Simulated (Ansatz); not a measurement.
Si in space group P6_422 (No. 181; Si on 3c) under volume change, plane-wave PAW r²SCAN (Ansatz code), shape and atoms relaxed at each volume.

| V (Å³/atom) | E − E(relaxed) (meV/atom) | P (GPa) |
|---|---|---|
| 16.384 | 55.6 | 11.93 |
| 16.924 | 23.4 | 7.31 |
| 17.465 | 5.5 | 3.37 |
| 18.005 | 0.0 | -0.01 |
| 18.545 | (withheld) | (withheld) |
| 19.085 | (withheld) | (withheld) |
| 19.625 | 40.5 | -7.41 |

Question: What belongs in the gaps?

Answer: 
- 19.085, E − E(relaxed) (meV/atom): 18.9
- 19.085, P (GPa): -5.33
- 18.545, E − E(relaxed) (meV/atom): 5.0
- 18.545, P (GPa): -2.88

Question: What does a third-order Birch–Murnaghan fit give for V₀, B₀ and B′?

Answer: V₀ = 18.00 Å³/atom, B₀ = 103 GPa, B′ = 4.3.

The start of the workflow was typed in or built on a structure type; neither database checked (COD, Materials Project) lists it. It is not the phase usual at ambient conditions (space group No. 227). Symmetry was held in the r²SCAN relaxation; whether a distortion lowers the energy is not shown.

Potentials: the later of the program's two PAW sets.
